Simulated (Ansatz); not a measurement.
Cd2SiO4 in space group Fddd (No. 70; Cd on 16f, Si on 8a, O on 32h), DFT-PBE in the program Ansatz with PAW potentials, all energies at zero smearing, with the estimated change up to a 700 eV cutoff added, with one set of potentials and settings (totals compare only within such a set). Cell of 14 atoms (4 Cd, 2 Si, 8 O): -38834.712 eV.

```tsv
element	reference phase	E (eV/atom)
Cd	P6_3/mmc, 2 atoms in the cell	-8254.4547
Si	Fd-3m, 2 atoms in the cell	-635.8096
O	C2/m, 4 atoms in the cell, spin-polarised	-565.0000
```

Formation energy per atom, worked out: (-38834.712 − 4×(-8254.4547) − 2×(-635.8096) − 8×(-565.0000))/14 = -1.805 eV/atom (-174 kJ per mol of atoms), at 0 K, without zero-point energy or fitted corrections.

The workflow started from a Materials Project entry (that database holds measured and hypothetical structures alike); the Crystallography Open Database copy checked does not list it. Its standing as an ambient phase is unchecked. Symmetry was held in the PBE relaxation; whether a distortion lowers the energy is not shown. The references are the lowest solids computed at this level, not always the standard phases (solids in place of the gases).

Potentials: the later of the program's two PAW sets.
